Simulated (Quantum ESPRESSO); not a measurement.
# Where does Ga sit best among Mg sites?

The results below are calculated, not measured. They come from pw.x of Quantum ESPRESSO 7.5, a plane-wave density functional program, with PseudoDojo standard norm-conserving files (v0.5 for PBE, v0.4.1 for LDA and PBEsol). The cells are made up: elements, strain and atom displacements were drawn at random, and nothing was relaxed. There is no spin polarisation, spin-orbit coupling or dispersion term.

The cell has 8 sites of a wurtzite lattice (rectangular cell). Sites 1 to 4 hold X X X X; sites 5 to 8 hold O O O O. Cell vectors in Å: (3.291, -0.011, 0.020); (-0.019, 5.689, -0.100); (0.033, -0.095, 5.399). Settings: PBE, cutoff 1143 eV, 7 x 6 x 6 k mesh shifted by half a step, Fermi-Dirac smearing of 0.1 eV.

In each run one of the sites marked X holds Ga and the others hold Mg; cell and positions stay the same. E is the free energy of the cell.

```
site of the guest  first shell  mean distance (Å)  E above the lowest (eV)  P (GPa)  force on the guest (eV/Å)
                1           O4              2.041                    0.000     1.21                      0.572
                2           O4              2.010                    0.009     1.35                      0.132
                3           O4              2.037                    0.062     1.29                      0.694
                4           O4              1.990                    0.094     1.54                      1.030
```

A rerun of one of these cells at 1437 eV and k mesh 9 x 8 x 8 moved values by no more than 0.002 eV in the cell's energy, 0.05 GPa in stress and 0.009 eV/Å in force.

## Reading the table

Site 1 is lowest, by 0.009 eV, over three times the rerun's bound. A straight line of energy against the mean distance has a slope of -1.0 ± 1.1 eV/Å, so these few sites cannot settle whether the distance sets the order. The positions are random and not relaxed, so the differences hold for this frozen cell and are not site preferences of a real crystal.